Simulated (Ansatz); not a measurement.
Starting structure of a cell relaxation (symmetry kept):

```cif
data_structure
_symmetry_space_group_name_H-M 'P 1'
_symmetry_Int_Tables_number 1
_cell_length_a 2.8194
_cell_length_b 2.8194
_cell_length_c 2.8194
_cell_angle_alpha 90.000
_cell_angle_beta 90.000
_cell_angle_gamma 90.000
_cell_volume 22.41
loop_
_atom_site_label
_atom_site_type_symbol
_atom_site_fract_x
_atom_site_fract_y
_atom_site_fract_z
_atom_site_occupancy
Al1 Al 0.00000 0.00000 0.00000 1
Co1 Co 0.50000 0.50000 0.50000 1
```

Theory: Ansatz, DFT r2SCAN, scalar-relativistic, plane waves, PAW.

Settings: cutoff 500 eV, Γ-centred mesh 14×14×14 on the computed 2-atom cell, Gaussian smearing of 0.10 eV; collinear spin from starting moments 0 0.39 μB.

Question: What does it relax to?

Answer: The volume increases by 0.06 Å³/atom to 11.26 Å³/atom, and the energy falls by 0.2 meV/atom. The cell ends with a moment of 0.10 μB (only this magnetic start was tried). Final structure:
Space group Pm-3m (No. 221). a = 2.824 Å, b = 2.824 Å, c = 2.824 Å, α = 90.00°, β = 90.00°, γ = 90.00°
| atom | site | symmetry | x | y | z |
| --- | --- | --- | --- | --- | --- |
| Al | 1a | m-3m | 0.0000 | 0.0000 | 0.0000 |
| Co | 1b | m-3m | 0.5000 | 0.5000 | 0.5000 |

Course of the relaxation (steps run on the plane waves of an earlier cell, and the basis is chosen afresh near the end, so energy and pressure can step there; trial steps that raised the energy were taken back; energies are free energies):

```
step E − E_final (meV/atom) P (GPa) V (Å³/atom)
   1                     0.2     0.99        11.21
   2                     0.0     0.43        11.24
   3                     0.0     0.01        11.26
   4                     0.0     0.01        11.26
```

The state reached may not be the lowest one.

Cost: 1 run of about 0.76 core-minutes, on Intel Xeon 6975P-C (Granite Rapids) (shared hosts).